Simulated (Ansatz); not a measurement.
Here is the system:

LaScO3:
```
CELL_PARAMETERS angstrom
      5.76419     0.00000     0.00000
      0.00000     8.03898     0.00000
      0.00000     0.00000     5.63914
ATOMIC_POSITIONS crystal
  La 0.95417 0.25000 0.01176
  La 0.04583 0.75000 0.98824
  La 0.54583 0.75000 0.51176
  La 0.45417 0.25000 0.48824
  O  0.29603 0.94660 0.70419
  O  0.70397 0.44660 0.29581
  O  0.20397 0.05340 0.20419
  O  0.79603 0.55340 0.79581
  O  0.70397 0.05340 0.29581
  O  0.29603 0.55340 0.70419
  O  0.79603 0.94660 0.79581
  O  0.20397 0.44660 0.20419
  Sc 0.50000 0.00000 0.00000
  Sc 0.50000 0.50000 0.00000
  Sc 0.00000 0.00000 0.50000
  Sc 0.00000 0.50000 0.50000
  O  0.53370 0.25000 0.89995
  O  0.46630 0.75000 0.10005
  O  0.96630 0.75000 0.39995
  O  0.03370 0.25000 0.60005
```

This is the PBEsol-relaxed structure.

Task: All from DFT-PBEsol in the program Ansatz with PAW potentials, unless another level is named. Estimate the HSE06 gap on the PBEsol cell.

Result: 5.89 eV.

Task: Predict the electron effective mass with spin–orbit coupling.

Result: 0.95, 1.2, 1.9 mₑ (principal values).

Task: Give the gap with spin–orbit coupling.

Result: 3.91 eV.

Task: What about the band gap?

Result: 3.93 eV (direct).

Task: What about the valence-band maximum?

Result: at Γ.

Space group Pnma. The PBEsol relaxation kept the symmetry of its start. No spin polarisation was allowed. Spin–orbit coupling is left out wherever it is not named.

Potentials: the later of the program's two PAW sets.
